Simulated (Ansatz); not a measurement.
Static calculation, Fe

System: Fe, 1 atom in the cell.

Ansatz input (lattice in Å, positions in fractions of it; a bare `kind: paw` takes the build's default datasets)
```yaml
crystal:
  lattice:
    - [-1.433, 1.433, 1.433]
    - [1.433, -1.433, 1.433]
    - [1.433, 1.433, -1.433]
  atoms:
    - { symbol: Fe, position: [0, 0, 0] }
kpoints:
  mp_grid: { grid: [12, 12, 12] }
hamiltonian:
  xc: lda
  pseudopotentials:
    kind: paw
    azcp:
      Fe: "pseudopotentials/pbe/paw/ansatz_paw_generated_hard_1/Fe.paw.azcp"
    xc_functional: pbe
scf:
  occupations: { method: fermi_dirac, width: 0.1 }
  convergence: { dr2_threshold: "1e-9 eV" }
  max_iter: 300
output:
  forces: true
  stress: true
```

Computed with LDA, plane waves, PAW datasets (generated hard set) (Ansatz 0.2.0 development build).

Output, in brief

- Plane-wave cutoff used: 700 eV
- Pressure: -380.0 kbar
- Smearing term TS: 122.3 meV/atom
- Valence electrons: 16
- Irreducible k-points: 72
- CPU time: about 2 core-seconds on a shared host

Stress tensor in GPa, compression positive:
```
-38.00   0.00   0.00
  0.00 -38.00   0.00
  0.00   0.00 -38.00
```

The stress includes the program's correction for the finite plane-wave basis.

The k-mesh is modest, so these values aren't fully converged in k. Spin polarisation is left out, and a magnetic state may lie lower. Potentials made with PBE were used with another functional.
